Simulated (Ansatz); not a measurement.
SnSb:
```cif
data_Sb4Sn4
_chemical_formula_sum 'Sn4 Sb4'
_space_group_name_H-M_alt 'Fm-3m'
_space_group_IT_number 225
_space_group_name_Hall '-F 4 2 3'
_cell_length_a 6.08531
_cell_length_b 6.08531
_cell_length_c 6.08531
_cell_angle_alpha 90.000
_cell_angle_beta 90.000
_cell_angle_gamma 90.000
loop_
_atom_site_label
_atom_site_type_symbol
_atom_site_symmetry_multiplicity
_atom_site_Wyckoff_symbol
_atom_site_fract_x
_atom_site_fract_y
_atom_site_fract_z
_atom_site_occupancy
Sn1 Sn 4 a 0.00000 0.00000 0.00000 1
Sb1 Sb 4 b 0.50000 0.50000 0.50000 1
```
(The calculation used a cell of 2 atoms; values per cell refer to that cell.)

Relaxed with PBEsol.

Tabulate the valence density and the electron localisation function along the shortest Sn–Sb contact (3.04 Å), PBEsol in the plane-wave PAW code Ansatz.



```tsv
distance from Sn (Å)	density (e/Å³)	ELF
0.30	10.62	0.01
0.46	6.28	0.04
0.61	3.19	0.15
0.76	1.51	0.27
0.91	0.75	0.33
1.06	0.44	0.33
1.22	0.31	0.38
1.37	0.26	0.48
1.52	0.26	0.55
1.67	0.29	0.58
1.83	0.35	0.53
1.98	0.48	0.43
2.13	0.74	0.37
2.28	1.35	0.29
2.43	3.03	0.14
2.59	6.91	0.03
2.74	13.32	0.00
```

The density is the valence pseudo-density with augmentation charge, so density and ELF within about 1 Å of a nucleus are not all-electron values.

The workflow started from an entry of the Crystallography Open Database (COD), which files this formula under 2 space groups. Its standing as an ambient phase is unchecked. The cell was relaxed with PBEsol under the symmetry of its start; whether a distortion lowers the energy is not shown. Spin–orbit coupling is left out wherever it is not named.

Potentials: the later of the program's two PAW sets.
